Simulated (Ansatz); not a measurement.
**A plane-wave run on Ni5PS4Cl2**

Input file of Ansatz 0.2.0:

```yaml
crystal:
  lattice:
    - [-6.899153, 0.0, 0.0]
    - [0.0, 0.0, 5.842025]
    - [0.0, 5.179001, 2.921012]
  atoms:
    - { symbol: Ni, position: [0.5, 0.4009, 0.0] }
    - { symbol: Ni, position: [0.7793, 0.686, 0.3776] }
    - { symbol: Ni, position: [0.2207, 0.0636, 0.6224] }
    - { symbol: Ni, position: [0.2207, 0.686, 0.3776] }
    - { symbol: Ni, position: [0.7793, 0.0636, 0.6224] }
    - { symbol: S, position: [0.0, 0.4087, 0.7022] }
    - { symbol: S, position: [0.0, 0.1109, 0.2978] }
    - { symbol: P, position: [0.0, 0.4568, 0.0] }
    - { symbol: S, position: [0.2265, 0.6448, 0.0] }
    - { symbol: S, position: [0.7735, 0.6448, 0.0] }
    - { symbol: Cl, position: [0.5, 0.9399, 0.3446] }
    - { symbol: Cl, position: [0.5, 0.2845, 0.6554] }
  symmetry: { tolerance: 0.0003 }
kpoints:
  mp_grid: { grid: [5, 7, 7], shift: [0, 0, 0] }
  band_path:
    path:
      - [0.0, 0.0, 0.0]
      - [0.0, 0.0, 0.5]
      - [0.0, 0.34094591, 0.67047295]
      - [0.0, 0.65905409, 0.32952705]
      - [0.0, 0.0, 0.0]
      - [-0.5, 0.0, 0.0]
      - [-0.5, 0.65905409, 0.32952705]
      - [-0.5, 0.34094591, 0.67047295]
      - [-0.5, 0.0, 0.5]
      - [0.0, 0.0, 0.5]
      - [0.0, 0.0, 0.0]
    npoints: 6
magnetization:
  spin_polarized: false
scf:
  occupations: { method: fermi_dirac }
  lower_state_search: "off"
  max_iter: 200
hamiltonian:
  pseudopotentials: { kind: paw }
  xc: pbe
basis:
  ecutwfc: 420
  fft_grid_basis: typed
output:
  forces: true
  stress: true
  eigenvalues: true
  bader: true
  populations: true
  elf: true
  write_potential: true
  volumetric_format: npy
  dos:
    e_range: [-12, 8]
    de: 0.05
    projected: { site_lists: { Cl: [Cl], Ni: [Ni], P: [P], S: [S] } }
checkpoint:
  read: saved_state
```

The saved state is an earlier solution for the same cell, perhaps on another mesh. 

Output (shortened):

```
Pseudopotentials: kind: paw
Pseudopotential: Ni, paw, valence charge 18, recommended cutoff 420 eV (normal), Ni.paw.azcp
Pseudopotential: S, paw, valence charge 6, recommended cutoff 420 eV (normal), S.paw.azcp
Pseudopotential: P, paw, valence charge 5, recommended cutoff 420 eV (normal), P.paw.azcp
Pseudopotential: Cl, paw, valence charge 7, recommended cutoff 420 eV (normal), Cl.paw.azcp
Functional definition: PBE
  exchange = pbe_x(kappa = kappa, mu = beta*pi^2/3)
  correlation = pbe_c(beta = beta)
Crystal: 12 atoms, lattice volume = 208.740 Å³
Basis set: ecut = 420 eV, 4035 PW (Γ), exchange–correlation on 96×80×80 points (8 copies of the dense FFT grid, shifted against one another)
Bands: 80, of which v1, the nominal top of the filled ones, is band 67 counted from 1 (66 counted from 0)
Symmetry: 4 space group operations
Space group: Amm2 (ITA 38), of the structure as read, at distance tolerance 1.8e-3 Å
k-points: 48 of 245 (time reversal used)
Initial density: read from a saved state, or passed on in memory by an earlier SCF of this step, an earlier step, the calling program or the single point that the run made first
Functional: x = pbe(κ = 0.804, μ = 0.2195), c = pbe(β = 0.0667)
SCF iter   1: F=—  Δρ=2.77e-3  dr2=5.86e-3
SCF iter   2: F=—  Δρ=1.35e-3  dr2=1.01e-3
SCF iter   3: F=—  Δρ=7.37e-4  dr2=4.12e-4
SCF iter   4: F=—  Δρ=2.24e-4  dr2=5.38e-5
SCF iter   5: F=—  Δρ=7.81e-5  dr2=8.06e-6
SCF iter   6: F=—  Δρ=2.41e-5  dr2=1.35e-6
SCF iter   7: F=—  Δρ=1.98e-5  dr2=5.36e-7
SCF iter   8: F=-35720.2213 eV  Δρ=5.32e-6  dr2=4.57e-8
Free energy (F): -35720.2213 eV
Harris-Foulkes:  -35720.2213 eV  (|F-HF|=6.16e-9)
Internal energy: -35719.5965 eV  (E = F + TS)
E sigma→0 (E₀):  -35719.9089 eV
Entropy (-TS):   -0.6248 eV (-52.068 meV/atom)
Fermi energy:    8.8868 eV
--- Forces (eV/Å), atoms counted from 1 ---
  atom   1  Ni     0.0000     0.0000     0.3975
  atom   2  Ni    -0.5883    -0.0906    -0.0909
  atom   3  Ni     0.5883     0.0906    -0.0909
  atom   4  Ni     0.5883    -0.0906    -0.0909
  atom   5  Ni    -0.5883     0.0906    -0.0909
  atom   6  S      0.0000    -4.1404    -2.5592
  atom   7  S      0.0000     4.1404    -2.5592
  atom   8  P      0.0000     0.0000    -0.4205
  atom   9  S     -4.4408     0.0000     2.9846
  atom  10  S      4.4408     0.0000     2.9846
  atom  11  Cl     0.0000    -0.4330    -0.2321
  atom  12  Cl     0.0000     0.4330    -0.2321
--- Stress (GPa, compression-positive) ---
        1.4956       0.0000       0.0000
        0.0000       0.1525       0.0000
        0.0000       0.0000      -0.2229
  P = ⅓ Tr σ = 0.4750 GPa (4.750 kbar)
--- Löwdin populations: 12 sites ---
  site symbol       q [e]
     0     Ni     17.4401
     1     Ni     17.4640
     2     Ni     17.4640
     3     Ni     17.4640
     4     Ni     17.4640
     5      S      6.3377
     6      S      6.3377
     7      P      4.0813
     8      S      6.2723
     9      S      6.2723
    10     Cl      7.3905
    11     Cl      7.3905
  spilling = 0.0122 (of n_electrons = 133.0000)
--- Bader charges: 12 sites ---
  site symbol  charge [e]  shift [e]
     0     Ni      0.5529     0.0018
     1     Ni      0.5209     0.0015
     2     Ni      0.5209     0.0015
     3     Ni      0.5209     0.0015
     4     Ni      0.5209     0.0015
     5      S     -1.0056     0.0045
     6      S     -1.0056     0.0045
     7      P      2.5510     0.0124
     8      S     -0.9976     0.0045
     9      S     -0.9976     0.0045
    10     Cl     -0.5905     0.0010
    11     Cl     -0.5905     0.0010
```

Origin: a known structure type with other elements, at an estimated volume, so it need not be a known compound. Caveats: no spin polarisation, so a magnetic state may lie lower; atoms or cell far from equilibrium.
